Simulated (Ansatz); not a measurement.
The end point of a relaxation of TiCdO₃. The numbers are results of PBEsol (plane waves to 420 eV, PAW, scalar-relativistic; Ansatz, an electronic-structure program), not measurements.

```
CELL_PARAMETERS angstrom
      5.40932     0.00000     0.00000
      0.00000     7.60515     0.00000
      0.00000     0.00000     5.28683
ATOMIC_POSITIONS crystal
  Cd 0.45903 0.25000 0.99065
  Cd 0.95903 0.25000 0.50935
  Cd 0.54097 0.75000 0.00935
  Cd 0.04097 0.75000 0.49065
  Ti 0.00000 0.00000 0.00000
  Ti 0.50000 0.50000 0.50000
  Ti 0.00000 0.50000 0.00000
  Ti 0.50000 0.00000 0.50000
  O  0.02943 0.25000 0.09218
  O  0.52943 0.25000 0.40782
  O  0.97057 0.75000 0.90782
  O  0.47057 0.75000 0.59218
  O  0.29759 0.54823 0.19959
  O  0.79759 0.95177 0.30041
  O  0.70241 0.04823 0.80041
  O  0.20241 0.45177 0.69959
  O  0.70241 0.45177 0.80041
  O  0.20241 0.04823 0.69959
  O  0.29759 0.95177 0.19959
  O  0.79759 0.54823 0.30041
```

Question: Determine the symmetry and give the standard cell with its independent sites.

Answer: Space group Pnma (No. 62); a = 5.4093 Å, b = 7.6052 Å, c = 5.2868 Å, α = 90.00°, β = 90.00°, γ = 90.00°

```csv
atom,site,symmetry,x,y,z
Cd,4c,.m.,0.0410,0.7500,0.4906
Ti,4a,-1,0.0000,0.0000,0.0000
O,4c,.m.,0.0294,0.2500,0.0922
O,8d,1,0.2024,0.0482,0.6996
```

This is the AFLOW prototype AB3C_oP20_62_c_cd_a (as in CaTiO3).

Question: Give the shortest distances between elements (the closest pairs, up to four, under 3.6 Å).

Answer: O–Ti 1.96 Å; Cd–O 2.24 Å; O–O 2.75 Å; Cd–Ti 3.13 Å.

The volume per atom is 10.87 Å³. The band gap comes out as 2.22 eV, direct at Γ (no spin-orbit coupling).

No spin polarisation in the result.

The run could not lose the symmetry of its start.

The first start was generated by placing the elements on the sites of a structure type. Materials Project lists a structure of TiCdO3 in the same space group, Pnma (No. 62); the sites were not compared with it, nor with measured phases.
